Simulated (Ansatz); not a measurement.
Data:

GeSe:
```cif
data_Ge4Se4
_chemical_formula_sum 'Ge4 Se4'
_space_group_name_H-M_alt 'Fm-3m'
_space_group_IT_number 225
_space_group_name_Hall '-F 4 2 3'
_cell_length_a 5.51514
_cell_length_b 5.51514
_cell_length_c 5.51514
_cell_angle_alpha 90.000
_cell_angle_beta 90.000
_cell_angle_gamma 90.000
loop_
_atom_site_label
_atom_site_type_symbol
_atom_site_symmetry_multiplicity
_atom_site_Wyckoff_symbol
_atom_site_fract_x
_atom_site_fract_y
_atom_site_fract_z
_atom_site_occupancy
Ge1 Ge 4 a 0.00000 0.00000 0.00000 1
Se1 Se 4 b 0.50000 0.50000 0.50000 1
```
(The calculation used a cell of 2 atoms; values per cell refer to that cell.)

This is the LDA-relaxed structure.

All from the program Ansatz at the LDA level (PAW), unless another level is named. Estimate the electronic character.

no gap, with almost no states at the Fermi level (zero-gap or semimetallic).

Next, the formation energy from the elements (no fitted shifts)?

-235 meV/atom.

The workflow started from a Materials Project entry (that database holds measured and hypothetical structures alike); the Crystallography Open Database copy checked does not list it. It is not the phase usual at ambient conditions (space group No. 62). The LDA relaxation kept the symmetry of its start. At this level the phase is dynamically unstable (imaginary phonons). The references are the lowest solids computed at this level, not always the standard phases. Scalar-relativistic: spin–orbit coupling is off unless named, which matters more the heavier the elements.

Potentials: the earlier of the program's two PAW sets.
